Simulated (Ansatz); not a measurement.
Question: Name crystals whose computed values (the program Ansatz at the LDA level (PAW)) fall in these windows: electron conductivity mass (mₑ) 0.30 to 0.42; ε∞ 6.6 to 8.4; highest Γ mode, no LO–TO term (cm⁻¹) 810 to 1100.

Answer: 

```csv
crystal,electron conductivity mass (mₑ),ε∞,"highest Γ mode, no LO–TO term (cm⁻¹)"
"SiC, 4H polytype",0.35,7.06,923
"SiC, wurtzite",0.35,7.01,841
```
Others may fit too.

All cells were relaxed under the symmetry of their starts (and spin orders); stability against distortions was not tested throughout.

Potentials: the later of the program's two PAW sets.
